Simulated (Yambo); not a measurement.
Yambo run on KI (rock salt, space group Fm-3m, No. 225). The wavefunctions are PBEsol (Quantum ESPRESSO, PseudoDojo norm-conserving, 74 Ry, with spin-orbit coupling) ones on a 4×4×4 mesh (16 occupied bands); a = b = c = 4.953 Å, α = β = γ = 60.00°.

Yambo input:

```
rim_cut
gw0
dyson
el_el_corr
HF_and_locXC
ppa
em1d
RandQpts= 1000000
RandGvec= 1 Ry
EXXRLvcs= 74 Ry
VXCRLvcs= 296 Ry
Chimod= "HARTREE"
% BndsRnXp
 1 | 176 |
%
NGsBlkXp= 6 Ry
% LongDrXp
 1.0 | 1.0 | 1.0 |
%
PPAPntXp= 27.2114 eV
% GbndRnge
 1 | 176 |
%
GTermKind= "none"
DysSolver= "n"
ExtendOut
% QPkrange
 1 | 1 | 16 | 17 |
%
```

k points by index: 1 = Γ.

Resulting energies as the program prints them:

```
#    K-point    Band    Eo [eV]    E [eV]    E-Eo [eV]    Vxc [eV]    Vnlxc [eV]    Sc|Eo [eV]    Sc|E [eV]    dSc/dw|Eo [eV]    Re(Z)    Im(Z)
#
    1    16    0.000000    -1.428584    -1.428584    -11.03276    -14.05574    1.280871    1.594390    -5.971346    0.820044    -0.001444
    1    17    3.544131    4.216744    0.672612    -6.707542    -3.079501    -2.844136    -2.955428    -4.501715    0.858047    -0.001149
```
(The two width columns are left out.) Convergence of these settings isn't established.

Geometry relaxed with PBEsol.
